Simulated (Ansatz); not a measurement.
The cell is COD entry 9008638, as deposited and not checked against the literature; nothing was relaxed. The listed cell was then made from it by scaling, straining or moving an atom.

An input for GdN: DFT, PBE, all-electron LAPW, scalar-relativistic (Ansatz 0.2.0).

```yaml
crystal:
  lattice:
    - [0.0, 2.4571274074, 2.4571274074]
    - [2.4571274074, 0.0, 2.4571274074]
    - [2.4571274074, 2.4571274074, 0.0]
  atoms:
    - { symbol: Gd, position: [0.0, 0.0, 0.0], spin: 7.0 }
    - { symbol: "N", position: [0.5, 0.5, 0.5] }
magnetization:
  spin_polarized: true
kpoints:
  mp_grid: { grid: [11, 11, 11] }
scf:
  occupations: { method: fermi_dirac, width: 0.05 }
hamiltonian:
  xc: pbe
  pseudopotentials: { kind: all_electron, lapw: { basis_error: 0.001 } }
output:
  forces: true
  stress: true
  eigenvalues: true
```

The results part of the log:

```
SCF 1 converged in 13 iterations: F = -308186.521152 eV  dr2 = 1.07e-9
SCF converged after 13 iterations
Magnetization: 6.9992 μB (24.9996 up, 18.0004 down)
Absolute magnetization: 7.2034 μB (∫|ρ↑−ρ↓|)
Spin contamination: 0.0268 ħ² per cell (⟨S²⟩ above its minimum at these occupations)
Per-site moments (μB) at R_I (Å): [(6.981669036435079, 1.407352798215439), (-0.102011896001164, 1.0497745725705092)]
Free energy (F): -308186.521152 eV
Harris-Foulkes:  -308186.521152 eV  (|F-HF|=2.91e-10)
Internal energy: -308186.520469 eV  (E = F + TS)
E sigma→0 (E₀):  -308186.520810 eV
Entropy (-TS):   -0.000683 eV (-0.342 meV/atom)
Fermi energy:    17.573689 eV
--- Per-component energies (eV) ---
  E_band       = -3973.035292
  E_kinetic    = 334866.199908
  E_xc         = -6994.134536
  E_electrostatic = -636058.585841  (all electrons and nuclei)
  E_smearing   = -0.000683  (= −TS)
  E_closure    = 0.000000  (closes the sum)
  E_atoms      = -308160.921328  (free atoms, spherical and without spin; not in F)
  Σ components = -308186.521152   (vs F -308186.521152, Δ=0.00e0)
  Basis errors (estimates in eV, not in F): energy 3.7e-4 per atom: plane waves 3.1e-4 (1.7e-4 summed), levels above the bands 3.7e-44, relativity 1.3e-7, radial functions 5.8e-5, core shells 3.6e-10; eigenvalues (radial functions only) 2.5e-6; not estimated: angular momenta, meshes, grids; target (lapw.basis_error) 1.0e-3; muffin-tin radii N 1.050 Å, Gd 1.407 Å
--- Forces (eV/Å), atoms counted from 1 ---
  atom   1  Gd    -0.00000000    -0.00000000     0.00000000
  atom   2  N      0.00000000    -0.00000000    -0.00000000
  max |Σ_I F_I| component: 6.44e-30 eV/Å
--- Stress (GPa, compression-positive) ---
        6.782548       0.000000       0.000000
        0.000000       6.782548       0.000000
        0.000000       0.000000       6.782548
  P = ⅓ Tr σ = 6.7825 GPa (67.825 kbar)
--- Band table (eV; the first three rows and the last of 112) ---
  k-point 0 ↑: bands = ["-357.5469", "-345.8012", "-252.8362", "-252.8362", "-252.8362", "-124.3703", "-124.3703", "-124.3703", "-124.3331", "-124.3331", "-26.0817", "-3.0817", "-3.0817", "-3.0817", "4.3224", "14.0859", "14.0859", "14.0859", "14.3182", "14.5887", "14.5887", "14.5887", "17.8437", "17.8437", "17.8437", "20.0157", "20.0157", "20.0157", "21.0892", "22.2576"]
  k-point 1 ↑: bands = ["-357.5469", "-345.8012", "-252.8362", "-252.8362", "-252.8362", "-124.3703", "-124.3703", "-124.3703", "-124.3331", "-124.3331", "-26.0728", "-3.2088", "-3.0902", "-3.0902", "4.4879", "14.0510", "14.0954", "14.0954", "14.3255", "14.5731", "14.5731", "14.5892", "17.2411", "17.4620", "17.4620", "20.1700", "20.2608", "20.2608", "21.6320", "22.7619"]
  k-point 2 ↑: bands = ["-357.5469", "-345.8012", "-252.8362", "-252.8362", "-252.8362", "-124.3703", "-124.3703", "-124.3703", "-124.3331", "-124.3331", "-26.0491", "-3.5275", "-3.1126", "-3.1126", "4.9136", "13.9385", "14.1270", "14.1270", "14.3468", "14.5351", "14.5351", "14.5906", "16.1726", "16.6969", "16.6969", "20.4668", "20.8885", "20.8885", "22.7812", "23.9464"]
  k-point 55 ↓: bands = ["-357.6171", "-339.7951", "-246.8718", "-246.8718", "-246.8718", "-118.4517", "-118.4517", "-118.4517", "-118.4465", "-118.4465", "-22.8610", "-1.7410", "-1.7296", "-1.3759", "5.3429", "14.9255", "16.1019", "16.2234", "19.3180", "19.4415", "19.6597", "19.6827", "19.7679", "19.8019", "19.8997", "21.7838", "22.5871", "25.7525", "26.5942", "27.6391"]
```
